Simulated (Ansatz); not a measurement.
NMR crystallography of Ga2O3 with an O vacancy: given against relaxed positions

Start: a supercell of Ga2O3 (corundum type, R-3c) built from a Materials Project structure (computed, not necessarily an observed phase), with all atoms left at the host's positions.

```xyz
39
Lattice="-4.9974 -2.8852 4.4835 4.9974 -2.8852 4.4835 0.0000 5.7705 4.4835" Properties=species:S:1:pos:R:3 pbc="T T T"
Ga    0.0000    0.0000   11.5082
Ga    0.0000    2.8852    7.0246
Ga    2.4987   -1.4426    7.0246
Ga   -2.4987   -1.4426    7.0246
Ga    0.0000    0.0000    8.6678
Ga    0.0000    2.8852    4.1842
Ga    2.4987   -1.4426    4.1842
Ga   -2.4987   -1.4426    4.1842
Ga    0.0000    0.0000    1.9425
Ga    0.0000   -2.8852    6.4260
Ga   -2.4987    1.4426    6.4260
Ga    2.4987    1.4426    6.4260
Ga    0.0000    0.0000    4.7829
Ga    0.0000   -2.8852    9.2664
Ga   -2.4987    1.4426    9.2664
Ga    2.4987    1.4426    9.2664
O     0.7575   -1.3121   10.0880
O    -1.7412   -2.7547    5.6044
O     3.2562   -2.7547    5.6044
O     0.9837   -1.4426    5.6044
O    -4.0137   -1.4426    5.6044
O    -1.5150    0.0000   10.0880
O    -1.5150    2.8852    5.6044
O    -1.7412   -0.1306    5.6044
O     3.2562   -0.1306    5.6044
O     0.7575    4.1973    5.6044
O     0.7575    1.3121   10.0880
O    -0.7575   -1.5732    7.8462
O    -0.7575    1.3121    3.3627
O     1.7412    2.7547    7.8462
O    -3.2562    2.7547    7.8462
O     1.7412    0.1306    7.8462
O    -3.2562    0.1306    7.8462
O    -0.7575   -4.1973    7.8462
O    -0.7575   -1.3121    3.3627
O    -0.9837    1.4426    7.8462
O     4.0137    1.4426    7.8462
O     1.5150    0.0000    3.3627
O     1.5150   -2.8852    7.8462
```

Sites (sets of like atoms) are named by element and the number of their first atom in this list.

Computed with Ansatz: DFT, PBE, plane waves and PAW, scalar-relativistic, 420 eV cutoff, Γ-centred 3×3×3 k-points, Fermi–Dirac smearing 0.01 eV, cell charge +2.

The largest force at the start is 2.8 eV/Å. Relaxing the ions at fixed cell moves them by 0.233 Å at most (atom 12, Ga) and 0.086 Å rms.

```csv
site,atom,moved (Å),first shell before,first shell after,V_zz before (10²¹ V/m²),η before
Ga1,1,0.093,6 O at 1.93–2.08 Å,6 O at 1.91–2.11 Å,2.77,0.22
Ga2,2,0.144,5 O at 1.93–2.08 Å,5 O at 1.85–2.06 Å,6.35,0.21
Ga9,9,0.087,6 O at 1.93–2.08 Å,6 O at 1.89–2.19 Å,3.04,0.62
Ga10,10,0.032,6 O at 1.93–2.08 Å,6 O at 1.93–2.08 Å,2.44,0.34
Ga12,12,0.233,5 O at 1.93–2.08 Å,5 O at 1.90–2.03 Å,11.31,0.28
O20,20,0.045,4 Ga at 1.93–2.08 Å,4 Ga at 1.90–2.13 Å,5.72,0.82
O21,21,0.020,4 Ga at 1.93–2.08 Å,4 Ga at 1.89–2.10 Å,-5.58,0.54
O23,23,0.107,4 Ga at 1.93–2.08 Å,4 Ga at 1.94–2.06 Å,-6.75,0.60
O29,29,0.082,4 Ga at 1.93–2.08 Å,4 Ga at 1.90–2.19 Å,8.01,0.77
O31,31,0.042,4 Ga at 1.93–2.08 Å,4 Ga at 1.91–2.07 Å,-4.93,0.51
O32,32,0.048,4 Ga at 1.93–2.08 Å,4 Ga at 1.94–2.12 Å,-3.48,0.59
O33,33,0.087,4 Ga at 1.93–2.08 Å,4 Ga at 1.89–2.16 Å,-6.37,0.82
```

(1) What are V_zz and η after the relaxation?

Results:

(1) 

```
site  atom  V_zz after  η after  change of V_zz
 Ga1     1       -2.23     0.80               –
 Ga2     2        7.39     0.13           +1.04
 Ga9     9        5.25     0.52           +2.21
Ga10    10        1.90     0.42           -0.54
Ga12    12        9.04     0.28           -2.27
 O20    20       -5.25     0.80               –
 O21    21       -4.96     0.81           +0.62
 O23    23       -5.77     0.37           +0.98
 O29    29       -6.85     0.58               –
 O31    31       -5.12     0.24           -0.19
 O32    32       -3.94     0.50           -0.46
 O33    33       -5.60     0.75           +0.77
```

The largest change of V_zz along a kept axis is on Ga12, from 11.31 to 9.04. In per cent, |V_zz| changes by -22 to +73 on Ga, -15 to +13 on O (all sites that start above 0.5, bar those whose gradient vanishes or changes sign or whose main axis turns by over 40°). Where |V_zz| stays above 0.1 and the axes keep their order, η moves most on O31, from 0.51 to 0.24. On Ga2 V_xx and V_yy change places (or their axes turn by over 50°), so the two values of η hide a larger change. On O29, O20, Ga1 the largest principal value lies along another axis in the second run, so the two V_zz can't be compared directly. The table leaves out 9 of the 21 sites, with |V_zz| up to 6.93; their tensors move by 2.54 at most along any direction. The statements above cover all sites. The host's own positions weren't relaxed first, so part of the change far from the defect can be the host's relaxation.

The defect repeats with the cell of 39 atoms, so it feels its images: sites between two images don't show the values beside a lone defect, and zeros or small values of η there can come from the images' arrangement. Ga and O carry a gradient in the pure host already, so the values there aren't the defect's effect alone. A uniform background compensates the cell's charge.
Before: The cell keeps the host's lattice, where the PBE pressure is 9 GPa (in a charged cell this depends on the convention for the mean potential). The neighbours have not yet relaxed around the defect (largest force 2.8 eV/Å), so a real crystal will differ.
After: The cell keeps the host's lattice, where the PBE pressure is 11 GPa (in a charged cell this depends on the convention for the mean potential).
